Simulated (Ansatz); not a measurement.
Pt (fcc (Cu type), Fm-3m) at seven volumes, PBE+D3(BJ) (plane waves, PAW; program Ansatz), scaled uniformly. One row is withheld.

```csv
V (Å³/atom),P (GPa)
13.793,?
14.247,20.19
14.702,9.13
15.157,0.00
15.612,-7.53
16.066,-13.73
16.521,-18.81
```

Q: Fit the shown pressures and predict the withheld one.

A: P = (3/2)B₀(x^(7/2) − x^(5/2))[1 + (3/4)(B′ − 4)(x − 1)] with x = (V₀/V)^(2/3). Least squares on the six rows gives V₀ = 15.157 Å³/atom, B₀ = 276 GPa, B′ = 5.42. At V = 13.793, x = 1.0649 and P = 33.61 GPa. The run itself gave 33.55 GPa.

The PBE+D3(BJ) relaxation kept the symmetry of its start. No spin polarisation was allowed. The pairwise dispersion correction was not fitted to metals. Scalar-relativistic: spin–orbit coupling is off unless named, which matters more the heavier the elements.

Potentials: the later of the program's two PAW sets.
